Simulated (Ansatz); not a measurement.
Data:

Mg:
```
Mg
1.0
    3.03428     0.00000     0.00000
   -1.51714     2.62776     0.00000
    0.00000     0.00000     3.02397
Mg
1
Direct
  0.00000   0.00000   0.00000
```

This is the LDA-relaxed structure. Tensor components refer to the Cartesian frame of this cell.

Question: All from LDA in the plane-wave PAW code Ansatz, unless another level is named. Predict the bulk modulus (Birch–Murnaghan fit).

Answer: 29.3 GPa.

Question: Predict the elastic constants (relaxed ions, GPa).

Answer: C11 = 71.4, C12 = 25.7, C13 = 4.6, C33 = 59.1, C44 = -13.9.

Space group P6/mmm (simple hexagonal). The workflow started from a Materials Project entry (that database holds measured and hypothetical structures alike); the Crystallography Open Database copy checked does not list it. It is not the phase usual at ambient conditions (space group No. 194). Symmetry was held in the LDA relaxation. At this level the phase is mechanically unstable. As this level gives no gap, shear constants depend on the k-mesh and smearing (Fermi–Dirac, 0.1 eV here).

Potentials: the later of the program's two PAW sets.
